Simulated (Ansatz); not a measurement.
A geometry of Se away from equilibrium: the start of the relaxation of a relaxed Se cell with every coordinate shifted by Gaussian noise of σ = 0.3 Å. Computed with r2SCAN (plane waves to 500 eV, PAW, scalar-relativistic; Ansatz, a quantum-chemistry and plane-wave program). Γ-centred k-mesh 6×6×5 on the run's cell (coarser than for final values), Fermi–Dirac smearing 0.05 eV.

```xyz
3
Lattice="4.5057 0.0000 0.0000 -2.2528 3.9020 0.0000 0.0000 0.0000 4.9913" Properties=species:S:1:pos:R:3 pbc="T T T"
Se     0.9922    -0.0146     4.0685
Se    -0.8014     0.6830     0.9120
Se     1.8458     3.1954     2.8411
```

Problem. Which atoms carry the largest force, and which way does it point?

Solution. 8.27 eV/Å, on Se3 (atoms numbered as listed); on Se3 its components are (-5.14, -3.09, -5.69).

Problem. What is the pressure?

Solution. +9.3 GPa, compression positive.

Problem. How far above the relaxed end point is this geometry?

Solution. 0.50 eV/atom; the path ends in P3₁21 (No. 152) (AFLOW prototype A_hP3_152_a (A8, as in Se)).

No spin polarisation in the result. Without a van der Waals term the distances between weakly bound units are poorly fixed.
